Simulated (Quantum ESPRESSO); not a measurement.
Kohn-Sham bands of AlRh (CsCl type)

```
CELL_PARAMETERS angstrom
      2.97732     0.00000     0.00000
      0.00000     2.97732     0.00000
      0.00000     0.00000     2.97732
ATOMIC_POSITIONS crystal
  Al 0.00000 0.00000 0.00000
  Rh 0.50000 0.50000 0.50000
```

Materials Project entry mp-364; symmetrised, unrelaxed at this level. Not found in the COD (Crystallography Open Database) copy used; not checked further. Level: PBEsol, no spin polarisation, no spin-orbit coupling; pw.x of Quantum ESPRESSO at 71 Ry with PseudoDojo potentials, 10×10×10 k-points, Wannier90. Density: 14×14×14 mesh, cold smearing 0.01 Ry.

Task: List the Kohn-Sham levels between −8 and 3.0 eV relative to the Fermi level at the high-symmetry points, as a band run of pw.x on that density gives them (levels within 2 meV counted together).

Result: 
| point | k (reciprocal lattice) | levels (eV) |
|---|---|---|
| Γ | 0.000 0.000 0.000 | -4.99 (×2), -1.70 (×3) |
| X | 0.000 0.500 0.000 | -7.08, -6.65, -4.30, -3.21 (×2), -1.49, 0.29 |
| M | 0.500 0.500 0.000 | -7.19, -4.52, -2.85 (×2), -2.55 (×2), -0.54 |
| R | 0.500 0.500 0.500 | -5.90 (×3), -0.46 (×2), 1.80, 2.84 (×3) |
